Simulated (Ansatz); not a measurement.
MoS₂ built on the 2H-MoS2 prototype, relaxed with r2SCAN+rVV10: 4 runs in Ansatz, each a calculation of independent-particle optics. The symmetry is P6_3/mmc (No. 194, hexagonal); conventional cell a = 3.173 Å, c = 12.436 Å, 18.07 Å³ an atom. Around Mo lie 6 S at 2.40 Å; around S lie 3 Mo at 2.40 Å. Calculated for a static, non-magnetic cell.

```yaml
crystal:
  lattice:
    - [3.17302, 0.00000, 0.00000]
    - [-1.58651, 2.74792, 0.00000]
    - [0.00000, 0.00000, 12.43590]
  atoms:
    - { symbol: Mo, position: [0.33333, 0.66667, 0.25000] }
    - { symbol: Mo, position: [0.66667, 0.33333, 0.75000] }
    - { symbol: S, position: [0.66667, 0.33333, 0.37510] }
    - { symbol: S, position: [0.66667, 0.33333, 0.12490] }
    - { symbol: S, position: [0.33333, 0.66667, 0.87510] }
    - { symbol: S, position: [0.33333, 0.66667, 0.62490] }
```

On meshes this coarse, single peaks can be features of the mesh. No local fields, no excitons; the zone sum runs over the cells of the mesh, and ε∞ includes the bands left out of the spectrum. Up to four peaks are listed, those above 15 % of the tallest and inside the complete range; the four can differ from row to row. Rows marked drawn have settings drawn at random (some not listed).

| functional | k mesh | broadening (eV) | scissors (eV) | range (eV) | settings | direct gap on the mesh before scissors (eV) | ε∞ xx | ε∞ yy | ε∞ zz | complete up to (eV) | tallest peaks of mean ε₂ (eV) |
| --- | --- | --- | --- | --- | --- | --- | --- | --- | --- | --- | --- |
| r2SCAN | 9×9×2 | 0.1 | 0.00 | 0–12 | chosen | 1.74 | 14.85 | 14.85 | 8.83 | 12.0 | 2.75 3.05 5.20 5.90 |
| PBE | 9×9×2 | 0.1 | 0.46 (to HSE06) | 0–12 | chosen | 1.63 | 14.27 | 14.27 | 8.87 | 12.0 | 3.05 3.35 5.35 6.00 |
| r2SCAN | 12×12×2 | 0.03 | 0.60 | 0–10 | drawn | 1.74 | 12.93 | 12.93 | 8.11 | 10.0 | 3.60 5.80 6.20 6.60 |

**Question.** Estimate from these rows what the further settings give.

| functional | k mesh | broadening (eV) | scissors (eV) | range (eV) | settings |
| --- | --- | --- | --- | --- | --- |
| PBE | 9×9×2 | 0.1 | 0.00 | 0–12 | chosen |

**Answer.**
```
functional  k mesh  broadening (eV)  scissors (eV)  range (eV)  settings  direct gap on the mesh before scissors (eV)  ε∞ xx  ε∞ yy  ε∞ zz  complete up to (eV)  tallest peaks of mean ε₂ (eV)
       PBE   9×9×2              0.1           0.00        0–12    chosen                                         1.63  16.00  16.00   9.53                 12.0            2.60 2.85 4.90 5.55
```

The fundamental gap is indirect (1.01 eV with PBE on 9×9×2); the table holds the direct one.

The runs are scalar-relativistic, without spin-orbit coupling.
